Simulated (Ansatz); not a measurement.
SiRh:
```xyz
8
Lattice="4.5712 0.0000 0.0000 0.0000 4.5708 0.0000 -2.4328 0.0000 4.9682" Properties=species:S:1:pos:R:3 pbc="T T T"
Si     3.4590     2.9621     0.3247
Si    -1.3206     1.6086     4.6435
Si    -0.1042     0.6768     2.1594
Si     2.2426     3.8940     2.8088
Rh    -0.1201     2.9521     3.0502
Rh     2.2585     1.6187     1.9181
Rh     1.0421     0.6667     4.4022
Rh     1.0963     3.9041     0.5660
```

Relaxed with PBEsol. Special points in fractions of this cell's reciprocal vectors: Γ (0.000, 0.000, 0.000); Z (0.000, 0.500, 0.000); D (0.000, 0.500, 0.500); B (0.000, 0.000, 0.500); A (-0.500, 0.000, 0.500); E (-0.500, 0.500, 0.500); C2 (-0.500, 0.500, 0.000); Y2 (-0.500, 0.000, 0.000).

### Question
List the band energies nearest the Fermi level at these points for DFT-PBEsol with spin–orbit coupling in the program Ansatz with PAW potentials.

### Answer
In eV from the Fermi level; about four levels below and three above (degenerate sets whole), none deeper than 8.9 eV; points with the same levels are listed once.

```json
[
 {"k": "Γ", "below": "-0.77 -0.77 -0.10 -0.10", "above": "1.49 1.49 1.98 1.98"},
 {"k": "Z", "below": "-0.74 -0.74 -0.74 -0.74", "above": "0.67 0.67 0.67 0.67"},
 {"k": "D", "below": "-1.24 -1.24 -1.14 -1.14", "above": "1.47 1.47 1.47 1.47"},
 {"k": "B", "below": "-0.43 -0.43 -0.43 -0.43", "above": "1.49 1.49 1.49 1.49"},
 {"k": "A", "below": "-1.11 -1.11 -1.11 -1.11", "above": "0.89 0.89 0.89 0.89"},
 {"k": "E", "below": "-0.98 -0.98 -0.93 -0.93", "above": "0.47 0.47 0.48 0.48"},
 {"k": "C2", "below": "-1.13 -1.13 -1.13 -1.13", "above": "0.22 0.22 0.22 0.22"},
 {"k": "Y2", "below": "-0.92 -0.92 -0.62 -0.62", "above": "0.51 0.51 0.99 0.99"}
]
```

Space group P2_1/c. The first step of the workflow began from a Materials Project structure, measured or hypothetical; the Crystallography Open Database files this formula in space group No. 14, but the cells were not matched. Whether it is the stable phase at ambient conditions was not checked. Symmetry was held in the PBEsol relaxation; of distortions, only those at the zone centre were tested. The run is not spin-polarised.

Potentials: the earlier of the program's two PAW sets.
